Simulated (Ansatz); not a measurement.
Molecular dynamics on a 2×2×1 supercell (16 atoms) of NaTlTe2 (ordering on zincblende), relaxed with r2SCAN. Forces come from r2SCAN in Ansatz: a Nosé-Hoover thermostat at fixed volume, 200 K, steps of 1 fs. Computed, non-magnetic; the trajectory is short and the cell small, so nothing here is a converged average. The structure comes from a prototype and may be hypothetical.

```yaml
crystal:
  lattice:
    - [9.269185891, 0.0, 0.0]
    - [0.0, 9.269185891, 0.0]
    - [0.0, 0.0, 7.4229362851]
  atoms:
    - { symbol: Na, position: [0.0, 0.0, 0.0] }
    - { symbol: Te, position: [0.0, 0.25, 0.2685705909] }
    - { symbol: Tl, position: [0.25, 0.25, 0.5] }
    - { symbol: Te, position: [0.25, 0.0, 0.7314294091] }
    - { symbol: Na, position: [0.0, 0.5, 0.0] }
    - { symbol: Te, position: [0.0, 0.75, 0.2685705909] }
    - { symbol: Tl, position: [0.25, 0.75, 0.5] }
    - { symbol: Te, position: [0.25, 0.5, 0.7314294091] }
    - { symbol: Na, position: [0.5, 0.0, 0.0] }
    - { symbol: Te, position: [0.5, 0.25, 0.2685705909] }
    - { symbol: Tl, position: [0.75, 0.25, 0.5] }
    - { symbol: Te, position: [0.75, 0.0, 0.7314294091] }
    - { symbol: Na, position: [0.5, 0.5, 0.0] }
    - { symbol: Te, position: [0.5, 0.75, 0.2685705909] }
    - { symbol: Tl, position: [0.75, 0.75, 0.5] }
    - { symbol: Te, position: [0.75, 0.5, 0.7314294091] }
kpoints:
  mp_grid: { grid: [2, 2, 2] }
hamiltonian:
  xc: r2scan
scf:
  occupations: { method: fermi_dirac, width: 0.02 }
md:
  ensemble: nvt_nose_hoover
  temperature: 200
  timestep: 1.0
  n_steps: 20
  initial_velocities: maxwell_boltzmann
  seed: 3562
```

Run as `ansatz run input.yaml --threads 4 --pin off --max-ram 3686MiB --backend cpu --events-out ev --progress --plain --runs-dir out`. It ended after 7.7 min on 4 threads of AMD EPYC (Zen 3), on a shared host; peak host memory 3.2 GiB.

```csv
step,t (fs),T (K),free energy F from step 0 (meV/atom),kinetic energy (meV/atom),largest force (eV/Å)
0,0,200,0.0,24.2,0.00
1,1,200,0.0,24.2,0.02
2,2,200,0.1,24.2,0.03
3,3,199,0.1,24.1,0.05
4,4,198,0.2,24.0,0.06
5,5,197,0.3,23.9,0.08
6,6,196,0.5,23.8,0.09
7,7,195,0.6,23.6,0.11
8,8,193,0.8,23.4,0.12
9,9,192,1.0,23.2,0.14
10,10,190,1.2,23.0,0.15
11,11,188,1.5,22.7,0.17
```

The temperature goes from 200 K to 188 K in 11 fs. By the last step the atoms have moved 0.03 Å in the root mean square, the drift of the whole cell taken out, 0.07 Å at most. The job's limit cut the run after 11 of 20 steps.

Positions (Å) and forces (eV/Å) at step 11:
```
Na   0.021  -0.012  -0.041    -0.036   0.008   0.103
Te  -0.002   2.317   1.982    -0.011  -0.004  -0.007
Tl   2.303   2.319   3.713     0.056   0.011  -0.034
Te   2.318  -0.017   5.428     0.026   0.088  -0.031
Na   0.012   4.678  -0.010    -0.067  -0.084   0.004
Te  -0.005   6.937   1.992     0.085   0.080   0.026
Tl   2.325   6.947   3.721    -0.081  -0.062  -0.021
Te   2.310   4.633   5.452     0.048  -0.021  -0.073
Na   4.638  -0.069  -0.036     0.009   0.115   0.073
Te   4.632   2.337   1.983    -0.008  -0.150   0.074
Tl   6.956   2.314   3.717    -0.041   0.055  -0.129
Te   6.963   0.003   5.417    -0.003  -0.017   0.071
Na   4.673   4.593  -0.014    -0.070   0.108   0.051
Te   4.634   6.966   2.019     0.002  -0.097  -0.126
Tl   6.961   6.964   3.704    -0.007  -0.061   0.027
Te   6.934   4.637   5.422     0.098   0.033  -0.010
```
